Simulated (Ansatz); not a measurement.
## Nb3Pb: field gradients at two levels of theory

Cell: a structure deposited in the COD, atoms as given.

Space group Pm-3n (No. 223); a = 5.3190 Å.

| site | Wyckoff | site symmetry | x | y | z |
| --- | --- | --- | --- | --- | --- |
| Nb | 6c | -4m.2 | 0.2500 | 0.0000 | 0.5000 |
| Pb | 2a | m-3. | 0.0000 | 0.0000 | 0.0000 |

One atom of each set is listed.

First run. Level of theory: DFT, PBE, plane waves and PAW, scalar-relativistic, 420 eV cutoff, Γ-centred 6×6×6 k-points, Fermi–Dirac smearing 0.05 eV (Ansatz 0.2.0).

```csv
site,V_zz (10²¹ V/m²),η
Nb,3.62,0.00
```

Second run. The same atoms and settings, except that spin–orbit coupling is included (fully relativistic PAW files).

Q: Given the first result, estimate the second.

A: 

| site | V_zz | η | change of V_zz |
| --- | --- | --- | --- |
| Nb | 3.36 | 0.00 | -0.26 |

The largest change of V_zz is on Nb, from 3.62 to 3.36. In per cent, |V_zz| changes by -7 on Nb (all sites that start above 2). Sites without a gradient aren't listed.

With no gap above 0.1 eV, as in a metal, the gradients converge slowly in k; expect changes of a tenth or more on a denser mesh.
For the first run: At this cell the principal stresses reach 5 GPa in size with PBE, which can matter for small gradients.
